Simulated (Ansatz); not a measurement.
Na₂Au:
```
CELL_PARAMETERS angstrom
     -3.64440     3.64440     2.80988
      3.64440    -3.64440     2.80988
      3.64440     3.64440    -2.80988
ATOMIC_POSITIONS crystal
  Na 0.17410 0.32590 0.50000
  Na 0.82590 0.67410 0.50000
  Na 0.32590 0.82590 0.15181
  Na 0.67410 0.17410 0.84819
  Au 0.75000 0.75000 0.00000
  Au 0.25000 0.25000 0.00000
```

Relaxed with r²SCAN. Special points in fractions of this cell's reciprocal vectors: Γ (0.000, 0.000, 0.000); X (0.000, 0.000, 0.500); M (-0.500, 0.500, 0.500); Z (0.399, 0.399, -0.399); Z0 (-0.399, 0.601, 0.399); P (0.250, 0.250, 0.250); N (0.000, 0.500, 0.000).

Q: List the band energies nearest the Fermi level at these points for plane-wave PAW r²SCAN (Ansatz code).

A: In eV from the Fermi level; about four levels below and three above (degenerate sets whole), none deeper than 8.9 eV; points with the same levels are listed once.

```tsv
k	below	above
Γ	-4.03 -3.52 -3.15 -3.15	0.80 0.84 0.84
X	-3.64 -3.15 -3.15 -2.50	0.86 1.49 1.56
M	-3.15 -3.15 -1.28 -1.28 -0.04	0.22 0.90 4.95 4.95
Z	-3.48 -3.48 -1.79 -0.89 -0.89	0.13 3.08 3.75
P	-4.01 -4.01 -0.87 -0.87	3.36 3.36 4.49 4.49
N	-4.25 -4.25 -4.13 -4.13	0.17 0.17 1.20 1.20
```

Space group I4/mcm. The first step of the workflow began from a Materials Project structure, measured or hypothetical; the Crystallography Open Database files this formula in space group No. 140, but the cells were not matched. Its standing as an ambient phase is unchecked. Symmetry was held in the r²SCAN relaxation; its stability against distortions is not shown here. Spin–orbit coupling is left out wherever it is not named.

Potentials: the later of the program's two PAW sets.
